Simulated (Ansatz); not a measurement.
YbSi2 in space group Fddd (No. 70; Si on 16f, Yb on 8a) under volume change, plane-wave PAW PBE (Ansatz code), shape and atoms relaxed at each volume.

```csv
V (Å³/atom),E − E(relaxed) (meV/atom),P (GPa)
17.608,36.6,7.33
18.188,15.3,4.48
18.769,3.6,2.05
19.349,0.0,0.00
19.930,3.3,-1.75
20.510,12.3,-3.22
21.091,26.3,-4.46
```

Task: What does a third-order Birch–Murnaghan fit give for V₀, B₀ and B′?

Result: V₀ = 19.35 Å³/atom, B₀ = 62.9 GPa, B′ = 4.5.

A made-up cell: these elements were put on the sites of a structure type; neither database checked (COD, Materials Project) lists it. COD files the formula under space group No. 191. Whether it is the stable phase at ambient conditions was not checked. Symmetry was held in the PBE relaxation; its stability against distortions is not shown here. The workflow began spin-polarised and lost its moments. The 4f shell is in the valence. No Hubbard U is applied. Scalar-relativistic: spin–orbit coupling is off unless named, which matters more the heavier the elements.

Potentials: the later of the program's two PAW sets.
